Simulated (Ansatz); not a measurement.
## LaBr$_{2}$, first-principles data

LaBr2:
```yaml
crystal:
  lattice:
    - [4.11078, 0.00000, 0.00000]
    - [-2.05539, 3.56004, 0.00000]
    - [0.00000, 0.00000, 14.07548]
  atoms:
    - { symbol: La, position: [0.00000, 0.00000, 0.75000] }
    - { symbol: La, position: [0.00000, 0.00000, 0.25000] }
    - { symbol: Br, position: [0.33333, 0.66667, 0.11324] }
    - { symbol: Br, position: [0.66667, 0.33333, 0.88676] }
    - { symbol: Br, position: [0.66667, 0.33333, 0.61324] }
    - { symbol: Br, position: [0.33333, 0.66667, 0.38676] }
```
The run is spin-polarised; directions of the spins, atom by atom: ↑ ↑ 0 0 0 0.

Space group P6_3/mmc (No. 194); conventional cell a = b = 4.1108 Å, c = 14.0755 Å, α = β = 90.00°, γ = 120.00°.

Method: r²SCAN+D4 (plane waves, PAW; program Ansatz). Structure relaxed to zero pressure with the same functional. Other levels are named where they apply.

### Cell and energy

- Volume per atom: 34.33 Å³
- Density: 4.82 g/cm³
- Formation energy from the elements (no fitted shifts): -200 kJ/mol of atoms

### Electronic structure

Band gap: 0.84 eV (indirect)
Valence-band maximum: at Γ
Conduction-band minimum: on the Γ–M line, 88 % of the way from Γ (6 equivalent valleys)
Smallest direct gap on the standard path: 1.15 eV
Electron effective mass: 1.1, 7.0, 14 mₑ (principal values)
Hole effective mass: 0.97, 0.97, 1.1 mₑ (principal values)

### Magnetism

- Magnetic order = ferromagnetic
- Net moment = 0.33 μB per atom

### Charges

- Bader charges = La +1.44, Br -0.72 e

The workflow started from a Materials Project entry (that database holds measured and hypothetical structures alike); the Crystallography Open Database files this formula in space group No. 194, but the cells were not matched. Whether it is the stable phase at ambient conditions was not checked. The cell was relaxed with r²SCAN+D4 under the symmetry of its start; whether a distortion lowers the energy is not shown. The final state is ferromagnetic, chosen from 2 collinear starts compared on coarse meshes (ties went to the first, and starts can fall back to one state), not a proven ground state. Other orbital occupations within this spin state were not tried. No Hubbard U is applied. The references are the lowest solids computed at this level, not always the standard phases. Spin–orbit coupling is left out wherever it is not named.

Potentials: the later of the program's two PAW sets.
